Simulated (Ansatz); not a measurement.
## Straining Co

Computed with DFT PBEsol, scalar-relativistic, plane waves, PAW (Ansatz 0.2.0). Run with 420 eV cutoff, 21×21×10 k-mesh, Gaussian smearing of 0.10 eV, collinear spin.

Starting point, cell and atoms relaxed:

```
Co
1.0
     2.45591    0.00000    0.00000
    -1.22796    2.12688    0.00000
     0.00000    0.00000    3.96804
Co
2
Direct
  0.33333 0.66667 0.25000
  0.66667 0.33333 0.75000
```

Deformation: biaxial strain in the a-b plane, with the length and tilt of c and the atoms relaxed, all within the symmetry that the strain leaves. Energies are extrapolated to zero smearing.

Q: Give the structure at +1.0 %.

A:
```
Co
1.0
     2.48047    0.00000    0.00000
    -1.24024    2.14815    0.00000
     0.00000    0.00000    3.94588
Co
2
Cartesian
  0.0000 1.4321 0.9865
  1.2402 0.7161 2.9594
```
Space group P6_3/mmc (194), 3.4 meV/atom over the relaxed crystal.